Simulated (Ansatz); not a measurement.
CaGaGeH:
```yaml
crystal:
  lattice:
    - [4.10200, 0.00000, 0.00000]
    - [-2.05100, 3.55243, 0.00000]
    - [0.00000, 0.00000, 4.65287]
  atoms:
    - { symbol: Ca, position: [0.33333, 0.66667, 0.99694] }
    - { symbol: Ga, position: [0.00000, 0.00000, 0.56262] }
    - { symbol: Ge, position: [0.66667, 0.33333, 0.42354] }
    - { symbol: H, position: [0.00000, 0.00000, 0.93569] }
```

This is the PBEsol-relaxed structure. Tensor components refer to the Cartesian frame of this cell.

**Question.** All from PBEsol (plane waves, PAW; program Ansatz), unless another level is named. Predict the smallest direct gap on the standard path.

**Answer.** 0.83 eV.

**Question.** What about the HSE06 gap on the PBEsol cell?

**Answer.** 0.88 eV.

**Question.** What about the hole effective mass?

**Answer.** 0.16, 0.30, 0.30 mₑ (principal values).

**Question.** And the conduction-band minimum?

**Answer.** off the standard path, at k = (0.000, 0.435, -0.159).

Space group P3m1. The first step of the workflow began from a Materials Project structure, measured or hypothetical; the Crystallography Open Database files this formula in space group No. 156, but the cells were not matched. Its standing as an ambient phase is unchecked. The PBEsol relaxation kept the symmetry of its start; its stability against distortions is not shown here. Spin–orbit coupling is left out wherever it is not named.

Potentials: the later of the program's two PAW sets.
